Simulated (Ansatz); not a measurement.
This cell of TaAs (NbAs type, space group I4_1md) is off equilibrium:

```yaml
crystal:
  lattice:
    - [-1.73461, 1.73461, 5.90261]
    - [1.73461, -1.73461, 5.90261]
    - [1.73461, 1.73461, -5.90261]
  atoms:
    - { symbol: Ta, position: [0.99936, 0.99936, 0.00000] }
    - { symbol: Ta, position: [0.74936, 0.24936, 0.50000] }
    - { symbol: As, position: [0.41664, 0.41664, 0.00000] }
    - { symbol: As, position: [0.16664, 0.66664, 0.50000] }
```

All values below come from r2SCAN (plane waves to 500 eV, PAW, scalar-relativistic; Ansatz, a quantum-chemistry and plane-wave program). k mesh 19×19×19 (Γ-centred), Fermi-Dirac smearing 0.05 eV. The energy includes the smearing's −TS. Compression counts positive. At this level the bands of TaAs touch or barely overlap. Spin-orbit coupling is left out, though Ta is heavy. TaAs is run without spin polarisation. TaAs was relaxed with its symmetry unable to fall.

What is the stress tensor (GPa)?


```
   -4.5      0.0      0.0
    0.0     -4.5      0.0
    0.0      0.0     -3.8
```
The pressure, a third of the trace, is -4.3 GPa.

It is the relaxed cell scaled evenly to V/V₀ = 1.024, atoms relaxed where free. What is its energy relative to the relaxed cell?

6 meV/atom.

(A scan under strain: stresses follow from slopes of the energy per volume, elastic moduli from its curvatures.)
